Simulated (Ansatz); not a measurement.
Starting cell, AlNi (CsCl type):

```
AlNi
1.0
    2.89304     0.00000     0.00000
    0.00000     2.89304     0.00000
    0.00000     0.00000     2.89304
Al Ni
1 1
Direct
  0.00000   0.00000   0.00000
  0.50000   0.50000   0.50000
```

In each cell atom 1 (Al, nearest neighbour Ni at 2.505 Å; its periodic images, 2.9 Å or more away, move with it) moves by s·(1.000, 0.000, 0.000) (along Cartesian x), the rest being held.

These are PBE (plane waves to 420 eV, PAW, scalar-relativistic; Ansatz, an electronic-structure program) values and carry that method's errors. k mesh 13×13×13 (Γ-centred), Fermi-Dirac smearing 0.05 eV. E stands for the smeared free energy. With partly filled bands, energies and forces of such displacements shift with the k mesh and the smearing. AlNi is run without spin polarisation. AlNi was relaxed with its symmetry unable to fall. The zero of ΔE is the undisplaced structure. The last digit holds for this mesh only.

```json
[
 {"s (Å)": "-0.750", "ΔE (meV/cell)": "1532.2"},
 {"s (Å)": "-0.600", "ΔE (meV/cell)": "1007.4"},
 {"s (Å)": "-0.450", "ΔE (meV/cell)": "withheld"},
 {"s (Å)": "-0.300", "ΔE (meV/cell)": "255.2"},
 {"s (Å)": "-0.150", "ΔE (meV/cell)": "63.7"},
 {"s (Å)": "0.000", "ΔE (meV/cell)": "0.0"},
 {"s (Å)": "0.150", "ΔE (meV/cell)": "63.7"},
 {"s (Å)": "0.300", "ΔE (meV/cell)": "255.2"},
 {"s (Å)": "0.450", "ΔE (meV/cell)": "withheld"},
 {"s (Å)": "0.600", "ΔE (meV/cell)": "1007.4"},
 {"s (Å)": "0.750", "ΔE (meV/cell)": "1532.2"}
]
```

Question: Fit an even polynomial form (powers 2, 4, 6) to the given rows and predict ΔE at s = -0.450.

Answer: Least squares on the 9 given rows: ΔE = (2832)·s² + (82.47)·s⁴ + (-487.8)·s⁶, in meV/cell with s in Å; root-mean-square residual 0.05 meV/cell. At -0.450 the fit gives 572.8 meV/cell; the calculation gives 572.8 meV/cell, the same to the digits shown. The quadratic term alone would give 573.5 meV/cell.

(A displaced cell: forces are minus the slopes of the energy, force constants its curvatures, and phonons follow from these.)
